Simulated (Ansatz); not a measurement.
## Re: from λ and ω_log to T_c — Ansatz, plane waves and PAW

Space group P6_3/mmc (No. 194), 2 atoms in the cell of the first input below: a = 2.749 Å, b = 2.749 Å, c = 4.449 Å, α = 90.00°, β = 90.00°, γ = 120.00°.

The cell was built from a prototype of a structure type listed for this element, relaxed without spin–orbit coupling to zero pressure (pressure 0.0 GPa with this functional, without spin–orbit coupling). Functional: PBEsol.

Input:

```yaml
crystal:
  lattice:
    - [2.7490289583, 0.0, 0.0]
    - [-1.3745144791, 2.3807289136, 0.0]
    - [0.0, 0.0, 4.4486717779]
  atoms:
    - { symbol: Re, position: [0.3333333333, 0.6666666667, 0.75] }
    - { symbol: Re, position: [0.6666666667, 0.3333333333, 0.25] }
basis:
  ecutwfc: 420
  ecutrho_ratio: 4
kpoints:
  mp_grid: { grid: [14, 14, 8] }
hamiltonian:
  xc: pbesol
scf:
  occupations: { method: methfessel_paxton, width: 0.2 }
output: {}
phonons:
  supercell: [2, 2, 2]
  qpath:
    path:
      - [[0.0, 0.0, 0.0], [0.5, 0.0, 0.0], [0.33333333, 0.33333333, 0.0], [0.0, 0.0, 0.0], [0.0, 0.0, 0.5], [0.5, 0.0, 0.5], [0.33333333, 0.33333333, 0.5], [0.0, 0.0, 0.5]]
      - [[0.5, 0.0, 0.5], [0.5, 0.0, 0.0]]
      - [[0.33333333, 0.33333333, 0.5], [0.33333333, 0.33333333, 0.0]]
    npoints: 6
  electrical_resistivity: { mesh: [28, 28, 16], temperatures: [50, 100, 200, 300, 500] }
  superconductivity: { mesh: [28, 28, 16], eliashberg_equations: false }
```

```bash
ansatz run input.yaml --threads 8 --pin off --max-ram 15360MiB --backend cpu --events-out ev --progress --plain --runs-dir out
```

Time: 2 min on 8 threads of Intel(R) Xeon(R) Platinum 8488C (Sapphire Rapids) (shared host), peak memory 4.5 GiB.

On the finest mesh λ = 0.6699, ω_log = 15.677 meV, N(E_F) = 0.726 states per eV, spin and cell. λ by mesh: 28×28×16 0.670, 14×14×8 0.689, 7×7×4 0.755.

**Question.** What T_c does McMillan's formula in the Allen–Dynes form give for μ* = 0.10?

**Answer.** T_c = (ω_log/1.2) exp[−1.04(1+λ)/(λ − μ*(1+0.62λ))] = (181.92 K/1.2) × exp(−1.7367/0.5284) = 5.67 K. λ still moved by 3 % between the two finest meshes, so T_c isn't settled to the digits shown. By mesh, finest first, the same formula gives 5.67, 6.09, 7.54 K.

```csv
μ*,McMillan (K),Allen–Dynes with strong-coupling factors (K)
0.08,6.70,6.93
0.10,5.67,5.84
0.12,4.70,4.84
0.13,4.25,4.37
0.14,3.82,3.92
0.16,3.02,3.09
0.20,1.70,1.74
```

Caveats: no spin-orbit coupling, which matters for these elements; small supercell, couplings not converged in it; with so small a supercell and a typed μ*, T_c can miss a measured one by a factor of two or more; λ is not converged in the mesh, and T_c depends on it steeply.
